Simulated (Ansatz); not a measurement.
SnPd:
```yaml
crystal:
  lattice:
    - [6.10350, 0.00000, 0.00000]
    - [0.00000, 3.93769, 0.00000]
    - [0.00000, 0.00000, 6.47540]
  atoms:
    - { symbol: Sn, position: [0.80767, 0.75000, 0.59117] }
    - { symbol: Sn, position: [0.19233, 0.25000, 0.40883] }
    - { symbol: Sn, position: [0.69233, 0.25000, 0.09117] }
    - { symbol: Sn, position: [0.30767, 0.75000, 0.90883] }
    - { symbol: Pd, position: [0.99124, 0.75000, 0.19184] }
    - { symbol: Pd, position: [0.00876, 0.25000, 0.80816] }
    - { symbol: Pd, position: [0.50876, 0.25000, 0.69184] }
    - { symbol: Pd, position: [0.49124, 0.75000, 0.30816] }
```

Relaxed with r²SCAN. Special points in fractions of this cell's reciprocal vectors: Γ (0.000, 0.000, 0.000); X (0.500, 0.000, 0.000); S (0.500, 0.500, 0.000); Y (0.000, 0.500, 0.000); Z (0.000, 0.000, 0.500); U (0.500, 0.000, 0.500); R (0.500, 0.500, 0.500); T (0.000, 0.500, 0.500).

Q: List the band energies nearest the Fermi level at these points for r²SCAN with spin–orbit coupling (plane waves, PAW; program Ansatz).

A: In eV from the Fermi level; about four levels below and three above (degenerate sets whole), none deeper than 8.9 eV; points with the same levels are listed once.

```
k                    below                above
-  -----------------------  -------------------
Γ  -1.26 -1.26 -0.72 -0.72  0.74 0.74 0.94 0.94
X  -2.56 -2.56 -2.56 -2.56  0.63 0.63 0.63 0.63
S  -1.80 -1.80 -1.80 -1.80  0.33 0.33 0.33 0.33
Y  -0.82 -0.82 -0.82 -0.82  2.17 2.17 2.17 2.17
Z  -0.10 -0.10 -0.10 -0.10  1.15 1.15 1.15 1.15
U  -0.69 -0.69 -0.69 -0.69  0.72 0.72 0.72 0.72
R  -2.43 -2.43 -2.43 -2.43  2.67 2.67 2.67 2.67
T  -1.93 -1.93 -1.93 -1.93  0.48 0.48 0.48 0.48
```

Space group Pnma. The first step of the workflow began from a Materials Project structure, measured or hypothetical; the Crystallography Open Database files this formula in space group No. 62, but the cells were not matched. Its standing as an ambient phase is unchecked. The r²SCAN relaxation kept the symmetry of its start; whether a distortion lowers the energy is not shown. The run is not spin-polarised.

Potentials: the later of the program's two PAW sets.
